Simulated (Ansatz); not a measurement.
Relaxed-ion elastic tensor of BaTiO3 (cubic perovskite, Pm-3m) in GPa (Voigt order), the program Ansatz at the PBEsol level (PAW); density 6.19 g/cm³, 12.51 Å³ per atom.

```json
[
 {"": "1", "1": "319", "2": "111", "3": "111", "4": "0.0", "5": "0.0", "6": "0.0"},
 {"": "2", "1": "111", "2": "319", "3": "111", "4": "0.0", "5": "0.0", "6": "0.0"},
 {"": "3", "1": "111", "2": "111", "3": "319", "4": "0.0", "5": "0.0", "6": "0.0"},
 {"": "4", "1": "0.0", "2": "0.0", "3": "0.0", "4": "126", "5": "0.0", "6": "0.0"},
 {"": "5", "1": "0.0", "2": "0.0", "3": "0.0", "4": "0.0", "5": "126", "6": "0.0"},
 {"": "6", "1": "0.0", "2": "0.0", "3": "0.0", "4": "0.0", "5": "0.0", "6": "126"}
]
```

Problem. Is the crystal mechanically stable?

Solution. Yes: the smallest eigenvalue of C is 126 GPa.

Problem. Work out the Voigt, Reuss and Hill averages.

Solution. K_V = 180, K_R = 180, K_H = 180; G_V = 117, G_R = 116, G_H = 117 GPa.

Problem. Give Young's modulus, Poisson's ratio, Pugh's ratio and the universal anisotropy index.

Solution. E = 9KG/(3K + G) = 288 GPa; ν = 0.23; K/G = 1.54 (brittle by the Pugh limit of 1.75); A_U = 5G_V/G_R + K_V/K_R − 6 = 0.04.

Problem. Estimate the sound speeds and the Debye temperature.

Solution. v_l = √((K + 4G/3)/ρ) = 7360 m/s, v_t = √(G/ρ) = 4340 m/s, mean 4810 m/s; Θ = (h/k)(3n/4πV)^(1/3) v_m = 617 K.

Problem. Give the Zener ratio and Young's modulus along [100], [110] and [111].

Solution. A = 2C44/(C11 − C12) = 1.21; 1/E = S11 − 2(S11 − S12 − S44/2)Γ with Γ = 0, 1/4, 1/3 gives 262, 294, 306 GPa.

This is a known high-temperature phase of the composition, computed here at zero pressure and temperature. Symmetry was held in the PBEsol relaxation; whether a distortion lowers the energy is not shown. No spin polarisation was allowed. Scalar-relativistic: spin–orbit coupling is off unless named, which matters more the heavier the elements.

Potentials: the later of the program's two PAW sets.
